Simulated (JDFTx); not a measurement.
An input for JDFTx (a modified build) (BHCl (SMILES [BH]Cl), charge 0, multiplicity 2, linear PCM (GLSSA13), carbon disulfide, no salt; bohr, hartree) and the course of its log:

```
lattice \
  18.8972612463 0.0000000000 0.0000000000 \
  0.0000000000 15.5902405282 0.0000000000 \
  0.0000000000 0.0000000000 14.1729459347
coords-type Cartesian
ion B -0.5804928268 -0.6627800146 0.0000000000 0
ion Cl 2.3499077158 0.4610876664 -0.0000000000 0
ion H -2.3499077158 0.6627800146 -0.0000000000 0
ion-species pseudo/b_pbe_v1.4.upf
ion-species pseudo/cl_pbe_v1.4.upf
ion-species pseudo/h_pbe_v1.4.upf
elec-cutoff 20 100
elec-ex-corr gga-PBE
symmetries none
elec-n-bands 6
spintype z-spin
elec-initial-magnetization 1 yes
electronic-scf nIterations 100 energyDiffThreshold 1e-8
fluid LinearPCM
pcm-variant GLSSA13
fluid-solvent CarbonDisulfide
fluid-minimize nIterations 400 knormThreshold 1e-11
wavefunction read s0.wfns 9
dump-name s5.$VAR
dump End State Ecomponents EigStats BandEigs Forces ElecDensity IonicPositions FluidDebug
```

```
[one cycle in 5 is shown, and the last three; fluid-solver lines are left out]
SCF: Cycle:  0   Etot: -18.410235964751887   dEtot: -5.968e-05   |Residual|: 1.006e-03   |deigs|: 5.091e-05
SCF: Cycle:  5   Etot: -18.410267076144564   dEtot: +2.327e-05   |Residual|: 1.226e-04   |deigs|: 1.048e-04
SCF: Cycle: 10   Etot: -18.410295915756322   dEtot: +8.261e-07   |Residual|: 3.541e-05   |deigs|: 4.380e-06
SCF: Cycle: 15   Etot: -18.410299199688957   dEtot: +2.219e-06   |Residual|: 1.641e-05   |deigs|: 4.467e-06
SCF: Cycle: 20   Etot: -18.410302530667000   dEtot: -1.220e-07   |Residual|: 6.536e-06   |deigs|: 1.946e-06
SCF: Cycle: 25   Etot: -18.410304290635388   dEtot: -2.691e-07   |Residual|: 2.314e-06   |deigs|: 1.064e-07
SCF: Cycle: 30   Etot: -18.410304846221624   dEtot: -1.517e-07   |Residual|: 3.328e-06   |deigs|: 1.217e-07
SCF: Cycle: 35   Etot: -18.410305291360871   dEtot: -3.310e-07   |Residual|: 2.986e-06   |deigs|: 4.430e-07
SCF: Cycle: 40   Etot: -18.410305530050998   dEtot: -3.169e-08   |Residual|: 3.287e-06   |deigs|: 1.141e-07
SCF: Cycle: 45   Etot: -18.410306391700367   dEtot: +2.072e-08   |Residual|: 3.782e-06   |deigs|: 4.869e-07
SCF: Cycle: 50   Etot: -18.410305931918757   dEtot: +2.160e-07   |Residual|: 3.076e-06   |deigs|: 2.008e-07
SCF: Cycle: 55   Etot: -18.410306290702902   dEtot: +1.922e-07   |Residual|: 2.909e-06   |deigs|: 3.184e-07
SCF: Cycle: 60   Etot: -18.410306519452277   dEtot: +2.147e-08   |Residual|: 3.002e-06   |deigs|: 1.361e-07
SCF: Cycle: 65   Etot: -18.410307021846933   dEtot: -1.910e-08   |Residual|: 4.308e-06   |deigs|: 5.103e-08
SCF: Cycle: 70   Etot: -18.410306700449830   dEtot: +1.374e-07   |Residual|: 3.473e-06   |deigs|: 1.052e-06
SCF: Cycle: 75   Etot: -18.410306887738308   dEtot: -8.334e-08   |Residual|: 2.871e-06   |deigs|: 8.159e-07
SCF: Cycle: 80   Etot: -18.410307430588659   dEtot: -6.227e-08   |Residual|: 3.627e-06   |deigs|: 2.045e-07
SCF: Cycle: 85   Etot: -18.410307066661698   dEtot: -1.552e-07   |Residual|: 3.845e-06   |deigs|: 4.267e-07
SCF: Cycle: 90   Etot: -18.410307926243576   dEtot: -2.436e-07   |Residual|: 3.125e-06   |deigs|: 4.822e-07
SCF: Cycle: 95   Etot: -18.410307200085480   dEtot: +2.660e-08   |Residual|: 5.579e-06   |deigs|: 2.918e-07
SCF: Cycle: 97   Etot: -18.410307063166059   dEtot: -8.760e-08   |Residual|: 4.751e-06   |deigs|: 1.298e-07
SCF: Cycle: 98   Etot: -18.410307418392012   dEtot: -3.552e-07   |Residual|: 3.968e-06   |deigs|: 5.461e-07
SCF: Cycle: 99   Etot: -18.410307970377854   dEtot: -5.520e-07   |Residual|: 3.577e-06   |deigs|: 1.798e-06
SCF: None of the convergence criteria satisfied after 100 iterations.
IonicMinimize: Iter:   0  Etot: -18.410307970377854  |grad|_K:  0.000e+00
IonicMinimize: Converged (|grad|_K<1.000000e-04).
```

This run gave no converged result. The loop ran out of cycles short of its threshold. It has stalled and not diverged: the last ten energies span 1e-06 Ha, so the total is near its end, but levels, forces and the chemical potential aren't shown converged.
